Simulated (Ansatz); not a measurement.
TiAg:
```xyz
4
Lattice="2.8993 0.0000 0.0000 0.0000 2.8993 0.0000 0.0000 0.0000 8.1509" Properties=species:S:1:pos:R:3 pbc="T T T"
Ti     0.0000     1.4496     7.2060
Ti     1.4496     0.0000     0.9448
Ag     0.0000     1.4496     3.0382
Ag     1.4496     0.0000     5.1127
```

Relaxed with r²SCAN. Special points in fractions of this cell's reciprocal vectors: Γ (0.000, 0.000, 0.000); X (0.000, 0.500, 0.000); M (0.500, 0.500, 0.000); Z (0.000, 0.000, 0.500); R (0.000, 0.500, 0.500); A (0.500, 0.500, 0.500).

Problem. List the band energies nearest the Fermi level at these points for r²SCAN (plane waves, PAW; program Ansatz).

Solution. In eV from the Fermi level; about four levels below and three above (degenerate sets whole), none deeper than 8.9 eV; points with the same levels are listed once.

| k | below | above |
|---|---|---|
| Γ | -3.80 -3.76 -1.55 -1.07 | 0.25 1.29 1.29 |
| X | -1.06 -1.06 -0.15 -0.15 | 0.44 0.44 1.11 1.11 |
| M | -1.88 -1.88 -1.31 -1.31 | 1.70 1.70 2.04 2.04 |
| Z | -3.80 -2.46 -1.54 -0.90 | 0.24 0.78 1.33 1.33 |
| R | -0.93 -0.93 -0.47 -0.47 | 0.50 0.50 1.12 1.12 |
| A | -1.83 -1.83 -1.02 -1.02 | 0.48 0.48 2.67 2.67 |

Space group P4/nmm. The workflow started from a Materials Project entry (that database holds measured and hypothetical structures alike); the Crystallography Open Database copy checked does not list it. COD files the formula under space group No. 123, so this cell is another polymorph or a model. With Ti and Ag taken as one species the cell has the higher symmetry Fm-3m, so it may be an ordered model of a mixed-site phase. Its standing as an ambient phase is unchecked. Symmetry was held in the r²SCAN relaxation; whether a distortion lowers the energy is not shown. The run is not spin-polarised. Scalar-relativistic: spin–orbit coupling is off unless named, which matters more the heavier the elements.

Potentials: the later of the program's two PAW sets.
